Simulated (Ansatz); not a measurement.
# What DFT gives for K3Ir

```xyz
8
Lattice="0.0000 0.0000 7.5436 6.2007 -4.3586 3.7718 6.2007 4.3586 -3.7718" Properties=species:S:1:pos:R:3 pbc="T T T"
K     6.2007    0.0000    0.0000
K     3.1004    2.1793    1.8859
K     3.1004    2.1793   -1.8859
K     3.1004   -2.1793    5.6577
K     3.1004   -2.1793    1.8859
Ir    0.0000    0.0000    3.7718
Ir    0.0000    0.0000    0.0000
K     6.2007    0.0000    3.7718
```

The numbers come from plane-wave PAW DFT (Ansatz): PBE, no spin polarisation, 420 eV, 6×6×6 Γ-centred k points, cold occupations (width 0.2226 eV). Nothing was relaxed.

Task: Is the cell too large or too small?

Result: The pressure is -2.4 GPa (compression positive), so with the atoms held at these fractions the cell would first shrink. The principal stresses -3.0, -2.6, -1.6 GPa differ, so its shape would change too.

Task: What happens at the Fermi level?

Result: It is a metal, with about 20 states/eV a cell as the mean within 0.25 eV of the Fermi level, mostly Ir d (87 %).

Task: Is it stable against the elements?

Result: 1.16 eV an atom against the elements' usual phases (free molecules for gases, crystals otherwise, with no correction for O₂ or N₂), so at this geometry it isn't bound against them. Relaxing would lower it.

Task: Which element gives electrons and which takes them?

Result: Bader charges in e: K +0.16 to +0.58, Ir -1.32. In the mean K gives up most and Ir takes most.

Task: Describe some of the short contacts.

Result: K–K at 3.77 Å: least valence density 0.03 e/Å³ and ELF 0.06 there, so no covalent bond. Ir–Ir at 3.77 Å: least valence density 0.08 e/Å³ and ELF 0.26 there. K–Ir at 4.23 Å: least valence density 0.03 e/Å³ and ELF 0.03 there, so no covalent bond. These are pseudo-fields; inside the PAW spheres they differ from the all-electron ones.

Origin: a known structure type with other elements, at an estimated volume, so it need not be a known compound. Caveats: many states at the Fermi level without spin polarisation, so a magnetic state may lie lower; wide smearing.
